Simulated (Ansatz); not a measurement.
With the program Ansatz at the PBE level (PAW), ZrMo in the rock salt structure (Fm-3m) relaxes to a = 5.496 Å. Mo has 6 nearest neighbours from 2.75 Å (octahedral); Zr has 6 nearest neighbours from 2.75 Å (octahedral). Against the elements it lies at 970 meV/atom, with no fitted shifts.

Electronic character: metallic (no gap). Gap from PBE with spin–orbit coupling: none (metallic).

The bulk modulus is 116 GPa.

The start of the workflow was typed in or built on a structure type; neither database checked (COD, Materials Project) lists it. Whether it is the stable phase at ambient conditions was not checked. Symmetry was held in the PBE relaxation; whether a distortion lowers the energy is not shown. No spin polarisation was allowed. Its formation energy is positive at this level, so the cell may be metastable or incomplete. The references are the lowest solids computed at this level, not always the standard phases. Spin–orbit coupling is left out wherever it is not named.

Potentials: the later of the program's two PAW sets.
